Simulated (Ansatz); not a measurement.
## Fermi surface of AlRh (Pm-3m)

```
Al Rh
1.0
     2.97238    0.00000    0.00000
     0.00000    2.97238    0.00000
     0.00000    0.00000    2.97238
Al Rh
1 1
Direct
  0.00000 0.00000 0.00000
  0.50000 0.50000 0.50000
```

Level of theory, where no other is named: PBEsol, all-electron LAPW in Ansatz 0.2.0, scalar-relativistic. k mesh 12×12×12, fine mesh 20×20×20, Fermi-Dirac smearing of 0.080 eV, basis error target 1 meV/atom. The cell was relaxed by PAW under this functional. This phase needn't be the one found at ambient conditions.

Levels and slopes are solved on a 20×20×20 mesh, and each state is taken as quadratic over its cell.

Problem. What is the density of states at the Fermi level, and which bare Sommerfeld coefficient follows?

Solution. N(E_F) = 0.232 states/eV/atom (both spins), so γ = (π²/3) k_B² N(E_F) = 0.546 mJ/(mol-atom K²) without electron-phonon or spin-fluctuation enhancement.

Problem. What Drude plasma energy and σ/τ do the band velocities give?

Solution. (ħω_p,α)² = (e²/ε₀VN_k) Σ_nkσ (∂E/∂k_α)² δ(E − E_F) gives ħω_p = (4.78, 4.78, 4.78) eV along x, y, z, and σ/τ = ε₀ω_p² = 4.67×10²⁰ Ω⁻¹m⁻¹s⁻¹ along x. Weighted by the density of states, the mean Fermi speed is 0.61×10⁶ m/s; the surface has an area of 8.79 Å⁻² for each spin direction.

Problem. Which bands cross the Fermi level, and what do they carry?

Solution. 

```
band  filled part  N (states/eV/cell)  speed (10⁶ m/s)  5th to 95th percentile  area (Å⁻²)       filling
   1         0.94               0.104             1.16            0.89 to 1.55        3.75   nearly full
   2         0.06                0.36             0.45            0.21 to 0.77        5.04  nearly empty
```

Problem. Map the plane k₃ = 0 of the mesh: how many bands lie under the Fermi level at each point, counted from the least on the plane?

Solution. k₁ runs to the right and k₂ upwards, each from −½ to ½ with 0 in the middle (the axes needn't be at right angles):
```
11110000000000000111
11000000000000000001
11000000000000000001
00000000000000000000
00000000000000000000
00000000000000000000
00000000000000000000
00000000000000000000
00000000000000000000
00000000000000000000
00000000000000000000
00000000000000000000
00000000000000000000
00000000000000000000
00000000000000000000
00000000000000000000
11000000000000000001
11000000000000000001
11110000000000000111
11110000000000000111
```

Problem. On PAW files the program sums the optical response inside the mesh cells, interband lines and its own Drude term. Where does ε₁ rise through zero (a sharp plasmon if ε₂ is small there), and how much light is reflected?

Solution. 

| Quantity | Value |
| --- | --- |
| Fine mesh | 20, 20, 20 |
| Window top | 30 eV |
| Line width | 0.15 eV |
| Drude damping | 0.2 eV |
| ε₁ rises through zero at x | 1.56, 4.38, 19, 20.21, 22.23 eV |
| ε₂ there x | 18.64, 6.56, 0.83, 0.85, 0.57 |
| Plasma energy (x, y, z) | 4.938, 4.938, 4.938 eV |
| Reflectivity at 1 eV, x-polarised | 0.6147 |
| Reflectivity at 2 eV, x-polarised | 0.4694 |
| Reflectivity at 3 eV, x-polarised | 0.429 |

The plasma energy here is the program's own sum at the run's smearing; it differs from the value above by up to 3 %, through mesh and smearing.

Problem. What does PAW give for the same cell?

Solution. N(E_F) = 0.232 states/eV/atom and ħω_p,x = 4.78 eV.

Limits of these numbers: these sums move with the mesh, by several per cent and more for small sheets; frozen-core PAW files fitted under PBE, their cores solved anew for the functional of the run.
